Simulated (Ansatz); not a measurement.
**In$_{2}$Sb: stationary points along a deformation path**

Method: Ansatz, DFT r2SCAN, scalar-relativistic, plane waves, PAW. Cutoff 500 eV, Γ-centred 12×12×8 k-points, Gaussian smearing of 0.15 eV. No spin polarisation. Energies are free energies at this smearing, counted from the undisturbed cell; pressure is positive in compression.

The starting cell (relaxed at this level; it needn't be the usual structure):

```
In Sb
1.0
     5.41546    0.00000    0.00000
    -2.70773    4.68993    0.00000
     0.00000    0.00000    6.44732
In Sb
4 2
Cartesian
  2.7077 1.5633 1.6118
  0.0000 3.1266 4.8355
  0.0000 0.0000 3.2237
  0.0000 0.0000 0.0000
  2.7077 1.5633 4.8355
  0.0000 3.1266 1.6118
```

At fixed volume and fractional coordinates, lengths along (0.000, 0.000, 1.000) are scaled against those across it; ρ is that ratio over its starting value. V = 27.292 Å³/atom. Δσ is the stress along the axis less the mean stress across it (compression positive).

| ρ | ΔE (meV/atom) | Δσ (GPa) | space group |
| --- | --- | --- | --- |
| 0.850 | 75.9 | 9.71 | P6_3/mmc |
| 0.920 | 16.2 | 3.74 | P6_3/mmc |
| 1.000 | 0.0 | -0.39 | P6_3/mmc |
| 1.100 | 22.8 | -3.53 | P6_3/mmc |
| 1.200 | 71.7 | -5.83 | P6_3/mmc |

Question: How does the stress give the slope of the energy, and where is the energy stationary?

Answer: Along the path d ln(length) is 2/3 d ln ρ on the axis and −1/3 d ln ρ across it, so dE/d ln ρ = −(2/3) V Δσ: the energy falls with ρ where Δσ is positive. Δσ vanishes or changes sign between ρ = 0.920 and 1.000, a minimum (near 0.99 by linear interpolation). Pairs of stationary points between two samples would go unseen, and could change a minimum read from distant neighbours into a maximum.

Question: Integrate that slope from ρ = 1 to 1.200 by the trapezoid rule.

Answer: With V/N in Å³ and 1 eV/Å³ = 160.2 GPa the slopes at ρ = 1.000, 1.100, 1.200 are 44, 401, 662 meV/atom per unit of ln ρ. The steps add 21.2 + 46.2 = 67.5 meV/atom, against 71.7 from the energies; the trapezoid rule misses the curvature of the slope within each step.

In a metal these slopes depend on the k mesh and the smearing.

Cost: 5 runs of about 8.6 core-minutes in all, on Arm Neoverse V1 (shared hosts).